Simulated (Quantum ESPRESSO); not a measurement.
## One change at a time to AlIn2Nb4Zr

These are calculations, not measurements. They come from Quantum ESPRESSO 7.5, a public plane-wave density functional program. Each row is one single-point run on a made-up periodic cell of eight metal atoms, with elements, volume, strain and displacements drawn at random and not relaxed, so a cell may be unstable or far from any real phase. There is no spin polarisation or spin-orbit coupling.

Settings: PBE unless stated; PseudoDojo standard norm-conserving files; Fermi-Dirac width 0.25 eV, which means electrons at about 2900 K; cutoff 1116 eV; 8 x 5 x 3 k mesh shifted half a step off Gamma. E is the free energy of the whole cell (internal energy minus TS), so a -TS column is already part of it. Stress is positive in tension, and the pressure P is minus a third of its trace.

Checks: one run of this series was repeated at a higher cutoff and on a denser mesh, which moved values by no more than 0.004 eV, 0.06 GPa and 0.006 eV/Å, and a second program with other atomic files agreed on it to 2 % rms in force and 0.5 GPa in pressure. Known limits: heavy elements are run without spin-orbit coupling, which real alloys of them have; a spin test at this wide smearing found no moment, but such smearing suppresses magnetism that the real alloy may have.

The lattice is hexagonal close-packed, and the cell vectors in Å are (-3.120, -0.001, 0.016); (0.001, 5.284, -0.046); (1.613, -2.554, -10.259), a volume of 169.36 Å³ in run 1. The elements on sites 1 to 8 are Nb Zr Al In In Nb Nb Nb. Each later run makes one change to run 1 and keeps the rest. E is counted from run 1, and is n/a where other atomic files have another zero of energy.

| run | change | V (Å³) | P (GPa) | -TS (eV) | rms force (eV/Å) | largest change of a force component (eV/Å) | E (eV) |
|---|---|---|---|---|---|---|---|
| 1 | none | 169.36 | -6.86 | -1.642 | 0.597 | 0.000 | 0.000 |
| 2 | sites 5 and 8 exchanged | 169.36 | -4.81 | -1.765 | 0.605 | 0.565 | 0.433 |
| 3 | all lengths scaled by -0.90 % | 164.82 | -4.24 | -1.589 | 0.671 | 0.190 | ? |
| 4 | PBEsol in place of PBE | 169.36 | -10.86 | -1.646 | 0.550 | 0.128 | n/a |
| 5 | Re on site 2 | 169.36 | -14.63 | -1.751 | 0.578 | 1.043 | n/a |
| 6 | site 4 moved by -0.08 Å along y | 169.36 | -7.24 | -1.637 | 0.499 | 0.619 | -0.088 |

## Worked estimate

Along a uniform scaling dE = -P dV. The mean of the two pressures is -5.550 GPa and the volume changes by -4.54 Å³, with 160.2 GPa to one eV/Å³. The same two rows give -V dP/dV = 96 GPa for this cell with clamped atoms, which is not the bulk modulus of a real alloy.

## Withheld value

Question: what E should run 3 give?

The estimate is -0.157 eV. The calculation gave -0.157 eV.
